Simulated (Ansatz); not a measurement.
WS2:
```
WS2
1.0
    6.29012     1.60542     0.00000
   -6.29012     1.60542     0.00000
   -2.30017     0.00000     5.21488
S W
4 2
Direct
  0.86314   0.13686   0.18264
  0.39944   0.60056   0.71699
  0.60056   0.39944   0.28301
  0.13686   0.86314   0.81736
  0.24349   0.75651   0.29499
  0.75651   0.24349   0.70501
```

Relaxed with PBE+D3(BJ) in the plane-wave PAW code Ansatz. Indices refer to the conventional cell of C2/m, a = 12.580 Å, b = 3.211 Å, c = 5.700 Å, α = γ = 90.00°, β = 113.80°.

**Question.** Simulate the powder diffraction pattern (Mo Kα, λ = 0.71073 Å; lines above 1 %) up to 2θ = 45°.

**Answer.** Simulated powder pattern, Mo Kα, λ = 0.71073 Å (kinematic, ideal powder, no thermal factors, no anomalous dispersion; the 30 strongest lines at most, above 1 %, up to 2θ = 45°):

| 2θ (°) | d (Å) | I/Imax (%) | hkl |
|---|---|---|---|
| 7.08 | 5.755 | 100 | (200) |
| 7.81 | 5.215 | 4.9 | (001) |
| 8.16 | 4.996 | 9.0 | (-2 0 1) |
| 14.19 | 2.878 | 9.5 | (400) |
| 14.35 | 2.846 | 6.6 | (-2 0 2) |
| 14.60 | 2.796 | 26 | (-1 1 1) |
| 15.67 | 2.607 | 22 | (002) |
| 16.07 | 2.542 | 14 | (111) |
| 16.41 | 2.489 | 47 | (-3 1 1) |
| 19.40 | 2.109 | 6.6 | (-1 1 2) |
| 19.67 | 2.080 | 11 | (202) |
| 19.68 | 2.079 | 8.8 | (-3 1 2) |
| 20.14 | 2.033 | 24 | (311) |
| 20.69 | 1.979 | 16 | (-5 1 1) |
| 20.78 | 1.971 | 7.0 | (-6 0 2) |
| 21.35 | 1.918 | 8.2 | (600) |
| 21.62 | 1.895 | 5.5 | (112) |
| 21.69 | 1.888 | 5.1 | (-2 0 3) |
| 22.08 | 1.856 | 4.8 | (-4 0 3) |
| 22.38 | 1.831 | 6.5 | (-5 1 2) |
| 24.64 | 1.665 | 5.2 | (-6 0 3) |
| 25.13 | 1.633 | 7.6 | (-3 1 3) |
| 25.58 | 1.605 | 8.2 | (020) |
| 25.63 | 1.602 | 13 | (511) |
| 25.82 | 1.591 | 4.4 | (-1 1 3) |
| 26.57 | 1.546 | 8.0 | (220) |
| 28.60 | 1.439 | 4.4 | (800) |
| 30.13 | 1.367 | 7.0 | (022) |
| 32.47 | 1.271 | 5.0 | (222) |
| 33.55 | 1.231 | 4.4 | (620) |

The start of the workflow was typed in or built on a structure type; neither database checked (COD, Materials Project) lists it. It is not the phase usual at ambient conditions (space group No. 194). The PBE+D3(BJ) relaxation kept the symmetry of its start; whether a distortion lowers the energy is not shown. The workflow began spin-polarised and lost its moments. Scalar-relativistic: spin–orbit coupling is off unless named, which matters more the heavier the elements.

Potentials: the earlier of the program's two PAW sets.
